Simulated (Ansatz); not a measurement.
Zn3GaNO3:
```xyz
8
Lattice="3.2972 0.0000 0.0000 -1.6486 2.8555 0.0000 0.0000 0.0000 10.5546" Properties=species:S:1:pos:R:3 pbc="T T T"
Ga     0.0000     1.9036     0.1425
N      0.0000     1.9036     1.9835
Zn     1.6486     0.9518     2.5856
O      1.6486     0.9518     4.6856
Zn     0.0000     1.9036     5.1898
O      0.0000     1.9036     7.2957
Zn     1.6486     0.9518     7.7804
O      1.6486     0.9518     9.9138
```

Relaxed with PBE. Special points in fractions of this cell's reciprocal vectors: Γ (0.000, 0.000, 0.000); M (0.500, 0.000, 0.000); K (0.333, 0.333, 0.000); A (0.000, 0.000, 0.500); L (0.500, 0.000, 0.500); H (0.333, 0.333, 0.500).

Problem. List the band energies nearest the Fermi level at these points for PBE (plane waves, PAW; program Ansatz).

Solution. In eV from the Fermi level; about four levels below and three above (degenerate sets whole), none deeper than 8.9 eV; points with the same levels are listed once.

| k | below | above |
|---|---|---|
| Γ | -1.81 -1.60 -1.60 -1.28 | 0.14 0.14 1.13 |
| M | -2.84 -2.80 -2.41 -1.18 | 2.07 3.41 4.03 |
| K | -3.24 -2.78 -2.51 -2.45 | 3.69 3.95 5.01 |
| A | -2.17 -2.17 -1.60 -1.60 -0.39 | 0.14 0.14 0.50 |
| L | -2.83 -2.76 -2.33 -1.18 | 2.01 3.31 4.22 |
| H | -3.10 -2.81 -2.65 -2.60 | 3.66 3.95 5.06 |

Space group P3m1. The start of the workflow was typed in or built on a structure type; neither database checked (COD, Materials Project) lists it. Whether it is the stable phase at ambient conditions was not checked. The PBE relaxation kept the symmetry of its start; whether a distortion lowers the energy is not shown. Spin–orbit coupling is left out wherever it is not named.

Potentials: the earlier of the program's two PAW sets.
